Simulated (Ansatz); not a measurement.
## Sr (hcp): energy against volume

The calculation used Ansatz, DFT, PBEsol, plane waves (420 eV) with PAW, scalar-relativistic. The PAW files were generated under PBE, with cores re-solved for the functional.

The cell is scaled uniformly from the relaxed one, with fractional coordinates and shape fixed. Energies are extrapolated to zero smearing, pressures are those at the given smearing. Magnetic state: spin not included.

A Birch-Murnaghan fit gives V₀ = 52.31 Å³/atom, B₀ = 12.0 GPa, B₀′ = 3.0.

(1) What are the energy above the minimum and the pressure at 48.224 Å³/atom?

(2) What are the energy above the minimum and the pressure at 50.321 Å³/atom?

(3) What are the energy above the minimum and the pressure at 56.611 Å³/atom?

Results:

(1) 13.2 meV/atom and 1.14 GPa as computed.

(2) 3.0 meV/atom and 0.52 GPa as computed.

(3) 11.9 meV/atom and -0.83 GPa as computed.
